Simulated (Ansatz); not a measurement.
Input:

CdTe:
```
CdTe
1.0
    3.76857     0.00000     0.00000
    0.00000     3.76857     0.00000
    0.00000     0.00000     3.76857
Cd Te
1 1
Direct
  0.00000   0.00000   0.00000
  0.50000   0.50000   0.50000
```

This is the r²SCAN-relaxed structure.

All from r²SCAN (plane waves, PAW; program Ansatz), unless another level is named. Give the electronic character.

metallic (no gap).

Next, the density of states at the Fermi level?

0.80 states/eV per atom (mean over ±0.08 eV).

What about the formation energy from the elements (no fitted shifts)?

0.066 eV/atom.

Give the gap with spin–orbit coupling.

none (metallic).

Space group Pm-3m (CsCl type). The start of the workflow was typed in or built on a structure type; neither database checked (COD, Materials Project) lists it. It is not the phase usual at ambient conditions (space group No. 216). Symmetry was held in the r²SCAN relaxation. At this level the phase is mechanically unstable. The volume moved by 17 % from the start of the relaxation. The references are the lowest solids computed at this level, not always the standard phases. Scalar-relativistic: spin–orbit coupling is off unless named, which matters more the heavier the elements.

Potentials: the later of the program's two PAW sets.
